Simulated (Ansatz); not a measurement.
Values for one crystal, relaxed and computed with the program Ansatz at the r²SCAN level (PAW); other levels are named.

```yaml
volume_per_atom: 5.89 Å³
band_gap: 4.53 eV (indirect)
valence_band_maximum: at Γ
mechanical_stability: stable (all eigenvalues of C positive)
hill_bulk_and_shear_moduli: 417 and 476 GPa
Elastic constants (relaxed ions, GPa): C11 = 923, C22 = 1130, C33 = 1090, C12 = 52.3, C13 = 171, C23 = 82.5, C44 = 552, C55 = 482, C66 = 415
Young's modulus: 1030 GPa
```

Problem. Pick the material that matches.
(A) Ge, P6_3/mmc (Ge on 4e, Ge on 4f)
(B) B, α-B12
(C) Si, Cmcm (Si on 8f, Si on 8f, Si on 8f)
(D) C, Pnma (C on 4c, C on 4c, C on 4c, C on 4c)

Solution. D, C, Pnma (C on 4c, C on 4c, C on 4c, C on 4c)

The start of the workflow was typed in or built on a structure type; neither database checked (COD, Materials Project) lists it. It is not the phase usual at ambient conditions (space group No. 194, 227). Symmetry was held in the r²SCAN relaxation; its stability against distortions is not shown here.

Potentials: the earlier of the program's two PAW sets.
